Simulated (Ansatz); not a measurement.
NbP (CsCl type, Pm-3m) at seven volumes, the program Ansatz at the PBEsol level (PAW), scaled uniformly. One row is withheld.

```
V (Å³/atom)  P (GPa)
-----------  -------
13.276         23.96
13.714         14.67
14.152          6.75
14.589          0.00
15.027         -5.75
15.465             ?
15.902        -14.86
```

Question: Fit the shown pressures and predict the withheld one.

Answer: Third-order Birch–Murnaghan: P = (3/2)B₀(x^(7/2) − x^(5/2))[1 + (3/4)(B′ − 4)(x − 1)] with x = (V₀/V)^(2/3). Least squares on the six rows gives V₀ = 14.590 Å³/atom, B₀ = 207.4 GPa, B′ = 4.28. At V = 15.465, x = 0.9619 and P = -10.67 GPa. The run itself gave -10.67 GPa.

The cell is a constructed one: a structure type filled with these elements; neither database checked (COD, Materials Project) lists it. COD files the formula under space group No. 141. Its standing as an ambient phase is unchecked. The PBEsol relaxation kept the symmetry of its start; whether a distortion lowers the energy is not shown. No spin polarisation was allowed.

Potentials: the earlier of the program's two PAW sets. The files were generated under PBE; for other functionals the program regenerates the frozen cores, and for LDA and PBEsol the local potential too.
